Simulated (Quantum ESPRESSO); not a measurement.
## Si3AlO7F (finding a planted mistake in a log)

A calculation, not a measurement. The program is pw.x of Quantum ESPRESSO 7.5 (plane-wave density functional theory). The cell is made up: 12 atoms on a rutile lattice, with randomly drawn elements, strain and displacements, not relaxed. PseudoDojo standard norm-conserving files (v0.5 for PBE, v0.4.1 for LDA and PBEsol) set the functional; there is no spin polarisation, spin-orbit coupling or dispersion term, and the masses in the input are unused placeholders.

Intended input:

```
&control calculation='scf', pseudo_dir='./dojo.nc.sr.pbe.v0_5.standard.upf', outdir='./o', disk_io='medium', tprnfor=.true., tstress=.true. /
&system ibrav=0, nat=12, ntyp=4, nbnd=38, ecutwfc=84.00895049, nosym=.true., tot_charge=0,
 occupations='smearing', smearing='fd', degauss=0.0018374661
/
&electrons conv_thr=7.350e-09, electron_maxstep=60, /
ATOMIC_SPECIES
Al 1.0 Al.upf
F 1.0 F.upf
O 1.0 O.upf
Si 1.0 Si.upf
CELL_PARAMETERS angstrom
4.2598 0.0 0.0
0.0 4.2598 0.0
0.0 0.0 5.4179
ATOMIC_POSITIONS angstrom
Si 0.0258 -0.0243 -0.0496
Si 2.1009 2.1857 1.309
Si -0.0257 -0.0294 2.6371
Al 2.2834 2.1681 4.057
O 1.1707 1.2723 -0.0114
O 2.977 2.9403 -0.0102
O 3.3181 0.8057 1.2618
O 0.8756 3.4053 1.346
O 1.3184 1.3448 2.666
F 2.9663 2.9754 2.7769
O 3.4256 0.819 4.1333
O 0.8087 3.4737 4.0305
K_POINTS automatic
5 5 4 1 1 1
```

The log is shortened where brackets say so; the opening notice, blank lines, dates and the lines on written files are dropped, and the path of the files is cut. It prints rydbergs, bohrs and kilobars, and counts compression as positive stress. Where no state is partly filled, the Fermi energy that it prints is only some level between the filled and the empty states on the mesh, and need not lie in the true gap.

Log of the intended run:

```
     Program PWSCF v.7.5
     Parallel version (MPI & OpenMP), running on       1 processor cores
     Number of MPI processes:                 1
     Threads/MPI process:                     1
     [start-up lines left out]
     bravais-lattice index     =            0
     lattice parameter (alat)  =       8.0499  a.u.
     unit-cell volume          =     663.4466 (a.u.)^3
     number of atoms/cell      =           12
     number of atomic types    =            4
     number of electrons       =        64.00
     number of Kohn-Sham states=           38
     kinetic-energy cutoff     =      84.0090  Ry
     charge density cutoff     =     336.0358  Ry
     scf convergence threshold =      7.3E-09
     mixing beta               =       0.7000
     number of iterations used =            8  plain     mixing
     Exchange-correlation= PBE
                           (   1   4   3   4   0   0   0)
     [axes and pseudopotential details left out]
   Cartesian axes
     site n.     atom                  positions (alat units)
         1        Si     tau(   1) = (   0.0060566  -0.0057045  -0.0116437  )
         2        Si     tau(   2) = (   0.4931922   0.5130992   0.3072914  )
         3        Si     tau(   3) = (  -0.0060331  -0.0069017   0.6190666  )
         4        Al     tau(   4) = (   0.5360346   0.5089676   0.9523921  )
         5        O      tau(   5) = (   0.2748251   0.2986760  -0.0026762  )
         6        O      tau(   6) = (   0.6988591   0.6902437  -0.0023945  )
         7        O      tau(   7) = (   0.7789333   0.1891403   0.2962111  )
         8        O      tau(   8) = (   0.2055496   0.7994037   0.3159773  )
         9        O      tau(   9) = (   0.3094981   0.3156956   0.6258510  )
        10        F      tau(  10) = (   0.6963472   0.6984835   0.6518851  )
        11        O      tau(  11) = (   0.8041692   0.1922625   0.9703038  )
        12        O      tau(  12) = (   0.1898446   0.8154608   0.9461712  )
     number of k points=    50  Fermi-Dirac smearing, width (Ry)=  0.0018
                       cart. coord. in units 2pi/alat
        k(    1) = (   0.1000000   0.1000000   0.0982807), wk =   0.0400000
        k(    2) = (   0.1000000   0.1000000   0.2948421), wk =   0.0400000
     [further k points left out]
     Dense  grid:    69055 G-vectors     FFT dimensions: (  48,  48,  60)
     Estimated max dynamical RAM per process >      98.96 MB
     Initial potential from superposition of free atoms
     starting charge      63.9957, renormalised to      64.0000
     Starting wfcs are   48 randomized atomic wfcs
     total cpu time spent up to now is       13.7 secs
     per-process dynamical memory:    65.6 Mb
     Self-consistent Calculation
     iteration #  1     ecut=    84.01 Ry     beta= 0.70
     Davidson diagonalization with overlap
     ethr =  1.00E-02,  avg # of iterations =  2.6
     total cpu time spent up to now is       46.1 secs
     total energy              =    -310.68922445 Ry
     estimated scf accuracy    <       2.55746813 Ry
     iteration #  2     ecut=    84.01 Ry     beta= 0.70
     Davidson diagonalization with overlap
     ethr =  4.00E-03,  avg # of iterations =  2.7
     total cpu time spent up to now is       79.3 secs
     total energy              =    -311.42635136 Ry
     estimated scf accuracy    <       1.65202271 Ry
     [iterations 3 to 9 left out]
     iteration # 10     ecut=    84.01 Ry     beta= 0.70
     Davidson diagonalization with overlap
     ethr =  9.56E-10,  avg # of iterations =  2.0
     total cpu time spent up to now is      318.7 secs
     total energy              =    -311.74572663 Ry
     estimated scf accuracy    <       0.00000002 Ry
     iteration # 11     ecut=    84.01 Ry     beta= 0.70
     Davidson diagonalization with overlap
     ethr =  3.72E-11,  avg # of iterations =  3.1
     total cpu time spent up to now is      345.9 secs
     End of self-consistent calculation
     [lines on levels left out]
     the Fermi energy is    12.5910 ev
!    total energy              =    -311.74572663 Ry
     estimated scf accuracy    <          4.8E-09 Ry
     smearing contrib. (-TS)   =       0.00000000 Ry
     internal energy E=F+TS    =    -311.74572663 Ry
     The total energy is F=E-TS. E is the sum of the following terms:
     one-electron contribution =     -46.05856359 Ry
     hartree contribution      =      71.26766530 Ry
     xc contribution           =     -82.87340753 Ry
     ewald contribution        =    -254.08142082 Ry
     convergence has been achieved in  11 iterations
     Forces acting on atoms (cartesian axes, Ry/au):
     atom    1 type  4   force =     0.00934791    0.06190027   -0.02626274
     atom    2 type  4   force =    -0.11874048   -0.18722380   -0.12163216
     atom    3 type  4   force =     0.13623708    0.17690209    0.08761325
     atom    4 type  1   force =    -0.21728132   -0.15238201    0.09905945
     atom    5 type  3   force =     0.07717514    0.05802860    0.05104249
     atom    6 type  3   force =     0.04209089    0.05792518    0.12860333
     atom    7 type  3   force =     0.06305208   -0.05113074    0.10540582
     atom    8 type  3   force =    -0.06783211    0.04762593    0.02730270
     atom    9 type  3   force =     0.00478799    0.00852811   -0.04120316
     atom   10 type  2   force =     0.06078001    0.05955193   -0.13197758
     atom   11 type  3   force =     0.02154088   -0.06218635   -0.12478320
     atom   12 type  3   force =    -0.01115807   -0.01753922   -0.05316819
     Total force =     0.561118     Total SCF correction =     0.000125
     Computing stress (Cartesian axis) and pressure
          total   stress  (Ry/bohr**3)                   (kbar)     P=       75.21
   0.00023467   0.00013913   0.00006293           34.52       20.47        9.26
   0.00013913   0.00052869   0.00008307           20.47       77.77       12.22
   0.00006293   0.00008307   0.00077046            9.26       12.22      113.34
     init_run     :     12.70s CPU     13.64s WALL (       1 calls)
     electrons    :    314.55s CPU    332.21s WALL (       1 calls)
     forces       :      4.34s CPU      4.40s WALL (       1 calls)
     stress       :     21.10s CPU     21.18s WALL (       1 calls)
     [timing details left out]
     PWSCF        :   5m52.96s CPU   6m12.19s WALL
     JOB DONE.
```

A second run was made from an input with one planted mistake. Its log:

```
     Program PWSCF v.7.5
     Parallel version (MPI & OpenMP), running on       4 processor cores
     Number of MPI processes:                 4
     Threads/MPI process:                     1
     [start-up lines left out]
     bravais-lattice index     =            0
     lattice parameter (alat)  =       8.0499  a.u.
     unit-cell volume          =     663.4466 (a.u.)^3
     number of atoms/cell      =           12
     number of atomic types    =            4
     number of electrons       =        64.00
     number of Kohn-Sham states=           38
     kinetic-energy cutoff     =      84.0090  Ry
     charge density cutoff     =     336.0358  Ry
     scf convergence threshold =      7.3E-09
     mixing beta               =       0.7000
     number of iterations used =            8  plain     mixing
     Exchange-correlation= SLA  PW   NOGX NOGC
                           (   1   4   0   0   0   0   0)
     [axes and pseudopotential details left out]
   Cartesian axes
     site n.     atom                  positions (alat units)
         1        Si     tau(   1) = (   0.0060566  -0.0057045  -0.0116437  )
         2        Si     tau(   2) = (   0.4931922   0.5130992   0.3072914  )
         3        Si     tau(   3) = (  -0.0060331  -0.0069017   0.6190666  )
         4        Al     tau(   4) = (   0.5360346   0.5089676   0.9523921  )
         5        O      tau(   5) = (   0.2748251   0.2986760  -0.0026762  )
         6        O      tau(   6) = (   0.6988591   0.6902437  -0.0023945  )
         7        O      tau(   7) = (   0.7789333   0.1891403   0.2962111  )
         8        O      tau(   8) = (   0.2055496   0.7994037   0.3159773  )
         9        O      tau(   9) = (   0.3094981   0.3156956   0.6258510  )
        10        F      tau(  10) = (   0.6963472   0.6984835   0.6518851  )
        11        O      tau(  11) = (   0.8041692   0.1922625   0.9703038  )
        12        O      tau(  12) = (   0.1898446   0.8154608   0.9461712  )
     number of k points=    50  Fermi-Dirac smearing, width (Ry)=  0.0018
                       cart. coord. in units 2pi/alat
        k(    1) = (   0.1000000   0.1000000   0.0982807), wk =   0.0400000
        k(    2) = (   0.1000000   0.1000000   0.2948421), wk =   0.0400000
     [further k points left out]
     Dense  grid:    69055 G-vectors     FFT dimensions: (  48,  48,  60)
     Estimated max dynamical RAM per process >     163.99 MB
     Estimated total dynamical RAM >     605.38 MB
     Initial potential from superposition of free atoms
     starting charge      63.9961, renormalised to      64.0000
     Starting wfcs are   48 randomized atomic wfcs
     total cpu time spent up to now is        2.7 secs
     per-process dynamical memory:   131.7 Mb
     Self-consistent Calculation
     iteration #  1     ecut=    84.01 Ry     beta= 0.70
     Davidson diagonalization with overlap
     ethr =  1.00E-02,  avg # of iterations =  2.6
     total cpu time spent up to now is        7.3 secs
     total energy              =    -310.61368075 Ry
     estimated scf accuracy    <       2.48701890 Ry
     iteration #  2     ecut=    84.01 Ry     beta= 0.70
     Davidson diagonalization with overlap
     ethr =  3.89E-03,  avg # of iterations =  2.9
     total cpu time spent up to now is       11.8 secs
     total energy              =    -311.32859597 Ry
     estimated scf accuracy    <       1.77798670 Ry
     [iterations 3 to 9 left out]
     iteration # 10     ecut=    84.01 Ry     beta= 0.70
     Davidson diagonalization with overlap
     ethr =  9.08E-10,  avg # of iterations =  2.0
     total cpu time spent up to now is       46.4 secs
     total energy              =    -311.67538490 Ry
     estimated scf accuracy    <       0.00000004 Ry
     iteration # 11     ecut=    84.01 Ry     beta= 0.70
     Davidson diagonalization with overlap
     ethr =  6.00E-11,  avg # of iterations =  2.1
     total cpu time spent up to now is       50.5 secs
     End of self-consistent calculation
     [lines on levels left out]
     the Fermi energy is    12.1715 ev
!    total energy              =    -311.67538491 Ry
     estimated scf accuracy    <          3.4E-09 Ry
     smearing contrib. (-TS)   =       0.00000000 Ry
     internal energy E=F+TS    =    -311.67538491 Ry
     The total energy is F=E-TS. E is the sum of the following terms:
     one-electron contribution =     -46.08857341 Ry
     hartree contribution      =      70.31442870 Ry
     xc contribution           =     -81.81981938 Ry
     ewald contribution        =    -254.08142082 Ry
     convergence has been achieved in  11 iterations
     Forces acting on atoms (cartesian axes, Ry/au):
     atom    1 type  4   force =     0.01016957    0.06500906   -0.03116485
     atom    2 type  4   force =    -0.11977363   -0.18440154   -0.12064690
     atom    3 type  4   force =     0.13553789    0.17082498    0.08798149
     atom    4 type  1   force =    -0.20782493   -0.14794788    0.09737485
     atom    5 type  3   force =     0.07576980    0.05545009    0.05260541
     atom    6 type  3   force =     0.03608142    0.05163140    0.12368140
     atom    7 type  3   force =     0.06559023   -0.05294080    0.10284370
     atom    8 type  3   force =    -0.06840199    0.04785333    0.02770062
     atom    9 type  3   force =     0.01048740    0.01360247   -0.04395565
     atom   10 type  2   force =     0.05601590    0.05474576   -0.12508504
     atom   11 type  3   force =     0.02488617   -0.06345075   -0.11979423
     atom   12 type  3   force =    -0.01853783   -0.01037612   -0.05154078
     Total force =     0.548122     Total SCF correction =     0.000120
     Computing stress (Cartesian axis) and pressure
          total   stress  (Ry/bohr**3)                   (kbar)     P=      -71.04
  -0.00073482   0.00014243   0.00006538         -108.10       20.95        9.62
   0.00014243  -0.00045245   0.00008874           20.95      -66.56       13.05
   0.00006538   0.00008874  -0.00026158            9.62       13.05      -38.48
     init_run     :      2.55s CPU      2.64s WALL (       1 calls)
     electrons    :     47.53s CPU     47.80s WALL (       1 calls)
     forces       :      0.94s CPU      0.95s WALL (       1 calls)
     stress       :      2.97s CPU      2.98s WALL (       1 calls)
     [timing details left out]
     PWSCF        :     54.08s CPU     54.47s WALL
     JOB DONE.
```

Question: what was wrong in the second input?

Answer: the files are those of another functional. The input lines that differ, file-writing options aside:

```
- &control calculation='scf', pseudo_dir='./dojo.nc.sr.pbe.v0_5.standard.upf', outdir='./o', disk_io='medium', tprnfor=.true., tstress=.true. /
+ &control calculation='scf', pseudo_dir='./dojo.nc.sr.lda.v0_4_1.standard.upf', outdir='./o', disk_io='low', tprnfor=.true., tstress=.true. /
```

|  | intended run | run with the mistake |
| --- | --- | --- |
| free energy (eV) | -4241.517 | -4240.560 |
| smearing term -TS (eV) | 0.0000 | 0.0000 |
| pressure (GPa) | 7.52 | -7.10 |
| largest force component (eV/Å) | 5.587 | 5.343 |
| largest change of a force component (eV/Å) |  | 0.243 |
| iterations | 11 | 11 |

For scale, a rerun of the intended cell at a cutoff of 1437 eV and k mesh 7 x 7 x 6 moved values by no more than 0.003 eV in energy, 0.04 GPa in stress and 0.002 eV/Å in force. Files of another functional have another zero of energy, so the energy change says nothing on stability.